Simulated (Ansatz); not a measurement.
KI:
```
KI
1.0
    0.00000     3.40873     3.40873
    3.40873     0.00000     3.40873
    3.40873     3.40873     0.00000
K I
1 1
Direct
  0.00000   0.00000   0.00000
  0.50000   0.50000   0.50000
```

Relaxed with LDA. Special points in fractions of this cell's reciprocal vectors: Γ (0.000, 0.000, 0.000); X (0.500, 0.000, 0.500); U (0.625, 0.250, 0.625); K (0.375, 0.375, 0.750); L (0.500, 0.500, 0.500); W (0.500, 0.250, 0.750).

Q: List the band energies nearest the valence-band maximum at these points for DFT-LDA in the program Ansatz with PAW potentials.

A: In eV from the valence-band maximum; about four levels below and three above (degenerate sets whole), none deeper than 8.9 eV; points with the same levels are listed once.

| k | below | above |
|---|---|---|
| Γ | 0.00 0.00 0.00 | 3.87 6.24 6.24 6.24 |
| X | -1.21 -0.44 -0.44 | 4.50 5.74 8.07 |
| U | -1.05 -0.95 -0.48 | 5.31 6.71 7.63 |
| L | -1.65 -0.46 -0.46 | 5.36 7.73 8.21 8.21 |
| W | -0.89 -0.89 -0.77 | 6.28 6.28 6.68 |

Space group Fm-3m (rock salt). The cell was relaxed with LDA under the symmetry of its start; phonons on a q-mesh show no instability. Spin–orbit coupling is left out wherever it is not named.

Potentials: the later of the program's two PAW sets.
